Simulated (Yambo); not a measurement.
G0W0@PBEsol for AgBr (rock salt, space group Fm-3m, No. 225) in Yambo. Reference settings: 4×4×4 Γ-centred k mesh, bands 5 to 114 and a 10 Ry block in the screening, 114 bands in G with the Bruneval-Gonze terminator, plasmon pole fitted at 27.2 eV. The PBEsol gap L → Γ on this mesh is 0.50 eV; G0W0 gaps are taken between the same points.

With and without the terminator, as bands are cut:

```
bands in G (in W)  gap, terminator (eV)  gap, none (eV)  valence shift, terminator (eV)  valence shift, none (eV)
-----------------  --------------------  --------------  ------------------------------  ------------------------
27 (27)                           2.058           1.936                          -0.585                    -0.233
43 (43)                           1.848           1.695                          -0.685                    -0.369
61 (61)                           1.804           1.655                          -0.785                    -0.515
86 (86)                           1.783           1.668                          -0.852                    -0.656
114 (114)                         1.780           1.690                          -0.895                    -0.749
```

Over this range the gap spans 0.278 eV with the terminator and 0.281 eV without, the valence shift 0.310 eV and 0.516 eV. Neither column has reached its limit for certain.

Spin-orbit coupling is not included.

Geometry relaxed with PBEsol; primitive cell a = b = c = 4.0128 Å, α = β = γ = 60.00°.

A shift is the quasiparticle energy of the state minus its PBEsol energy.
